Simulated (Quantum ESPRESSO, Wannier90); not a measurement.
**Wannier functions of Mo (bcc (W type))**

```xyz
1
Lattice="-1.5838 1.5838 1.5838 1.5838 -1.5838 1.5838 1.5838 1.5838 -1.5838" Properties=species:S:1:pos:R:3 pbc="T T T"
Mo     0.0000     0.0000     0.0000
```

Cell from Materials Project (mp-129), symmetrised, no further relaxation. This is the element's usual structure. Computed values, not measurements, from PBEsol: Quantum ESPRESSO (norm-conserving PseudoDojo potentials, cutoff 64 Ry, spinors with spin-orbit coupling) on a Γ-centred 10×10×10 mesh, then Wannier90. Density: 18×18×18 mesh, cold smearing 0.01 Ry.

A tight-binding model is made by disentanglement and projection with no localisation steps (num_iter = 0), so the 18 orbitals stay atom-like: hydrogen-like Mo: s;p;d, axes along x, y, z; frozen window up to 1.50 eV relative to the Fermi level. It follows pw.x to 5.7 meV rms for states up to 1.0 eV relative to the Fermi level. Matrix elements depend on this choice of orbitals and windows.

Q: What are the on-site energies relative to the Fermi level, and how fast do the hoppings decay?

A: 
```tsv
atom	orbitals	energy (eV)
Mo1	s↑ s↓	8.26
Mo1	pz↑ pz↓ px↑ px↓ py↑ py↓	14.05
Mo1	dz2↑ dz2↓ dx2-y2↑ dx2-y2↓	0.04
Mo1	dxz↑ dxz↓ dyz↑ dyz↓ dxy↑ dxy↓	0.36
```

| distance of the centres (Å) | largest modulus (eV) |
|---|---|
| 2–3 | 1.3 |
| 3–4 | 2.8 |
| 4–5 | 0.13 |
| 5–6 | 0.37 |
| 6–7 | 0.13 |
| 7–8 | 0.036 |
| 8–9 | 0.030 |
| 9–10 | 0.032 |
| 10–11 | 0.0069 |
